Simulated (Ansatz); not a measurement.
Zn3Co: reading a single point

```
CELL_PARAMETERS angstrom
0.00000 5.17975 0.00000
7.72094 -2.58988 0.00000
0.00000 0.00000 -5.18810
ATOMIC_POSITIONS crystal
Zn 0.50000 0.50000 0.75000
Zn 0.00000 0.50000 0.25000
Zn 0.50000 0.50000 0.25000
Zn 0.00000 0.50000 0.75000
Co 0.36400 0.72800 0.00000
Co 0.13600 0.27200 0.50000
Co 0.63600 0.27200 0.00000
Co 0.86400 0.72800 0.50000
Zn 0.16600 0.33200 0.00000
Zn 0.33400 0.66800 0.50000
Zn 0.83400 0.66800 0.00000
Zn 0.66600 0.33200 0.50000
Zn 0.19000 0.00000 0.69000
Zn 0.31000 0.00000 0.19000
Zn 0.81000 0.00000 0.31000
Zn 0.69000 0.00000 0.81000
```

Single point in Ansatz 0.2.0 with r2SCAN, no spin polarisation. Cutoff 500 eV, PAW datasets, 6×6×5 Γ-centred k mesh, fermi-dirac filling (width 0.1 eV).

**Question.** Describe some of the short contacts.

**Answer.** Zn–Zn at 2.25 Å: least valence density 0.44 e/Å³ and ELF 0.26 there. Co–Zn at 2.52 Å: least valence density 0.29 e/Å³ and ELF 0.28 there. Both are smooth PAW fields, read partly inside the augmentation spheres.

**Question.** What is the formation energy?

**Answer.** 0.39 eV an atom against the elements' usual phases (free molecules for gases, crystals otherwise, with no correction for O₂ or N₂), so at this geometry it isn't bound against them. Relaxing would lower it.

**Question.** Which atom feels the largest force, and which way?

**Answer.** The largest is on Zn9 (and as large on other atoms): 4.77 eV/Å, components (-4.77, 0.00, 0.00). It makes 125° with the line to a nearest neighbour, Zn1 at 2.25 Å.

**Question.** Is there a gap?

**Answer.** It is a metal, with about 6.5 states/eV a cell as the mean within 0.25 eV of the Fermi level.

**Question.** What does the stress say?

**Answer.** The pressure is 9.5 GPa (compression positive), so with the atoms held at these fractions the cell would first expand; the forces are large, so a full relaxation may end otherwise. The principal stresses 5.5, 11.5, 11.6 GPa differ, so its shape would change too.

Origin: a known structure type with other elements, at an estimated volume, so it need not be a known compound. Caveats: no spin polarisation, so a magnetic state may lie lower; atoms or cell far from equilibrium.
